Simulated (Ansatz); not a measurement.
LaWN3:
```
LaWN3
1.0
    2.82380     1.63032     4.57666
   -2.82380     1.63032     4.57666
    0.00000    -3.26064     4.57666
La W N
2 2 6
Direct
  0.53680   0.53680   0.53680
  0.03680   0.03680   0.03680
  0.78547   0.78547   0.78547
  0.28547   0.28547   0.28547
  0.00039   0.10326   0.55578
  0.55578   0.00039   0.10326
  0.10326   0.55578   0.00039
  0.05578   0.60326   0.50039
  0.60326   0.50039   0.05578
  0.50039   0.05578   0.60326
```

Cartesian axes are those of the cell as given.

Give the proper piezoelectric stress tensor with relaxed ions from PBEsol (plane waves, PAW; program Ansatz).

In C/m², rows x, y, z, Voigt columns; mesh uncertainty up to 0.03.
```
 0.00   0.00   0.00   0.00  -6.19   1.44
 1.44  -1.44   0.00  -6.19   0.00   0.00
-2.12  -2.12  -4.51   0.00   0.00   0.00
```

The elastic tensor of the same run (GPa):

|  | 1 | 2 | 3 | 4 | 5 | 6 |
|---|---|---|---|---|---|---|
| 1 | 349 | 192 | 113 | 43.9 | 0.0 | 0.0 |
| 2 | 192 | 349 | 113 | -43.9 | 0.0 | 0.0 |
| 3 | 113 | 113 | 302 | 0.0 | 0.0 | 0.0 |
| 4 | 43.9 | -43.9 | 0.0 | 63.7 | 0.0 | 0.0 |
| 5 | 0.0 | 0.0 | 0.0 | 0.0 | 63.7 | 43.9 |
| 6 | 0.0 | 0.0 | 0.0 | 0.0 | 43.9 | 78.5 |

Convert to strain constants d = e·S.

In pC/N:
```
   0.0     0.0     0.0     0.0  -179.1   118.6
  59.3   -59.3     0.0  -179.1     0.0     0.0
  -0.9    -0.9   -14.2     0.0     0.0     0.0
```

Space group R3c. The workflow started from a Materials Project entry (that database holds measured and hypothetical structures alike); the Crystallography Open Database copy checked does not list it. Its standing as an ambient phase is unchecked. The cell was relaxed with PBEsol under the symmetry of its start; phonons on a q-mesh show no instability. The run is not spin-polarised. Scalar-relativistic: spin–orbit coupling is off unless named, which matters more the heavier the elements.

Potentials: the later of the program's two PAW sets.
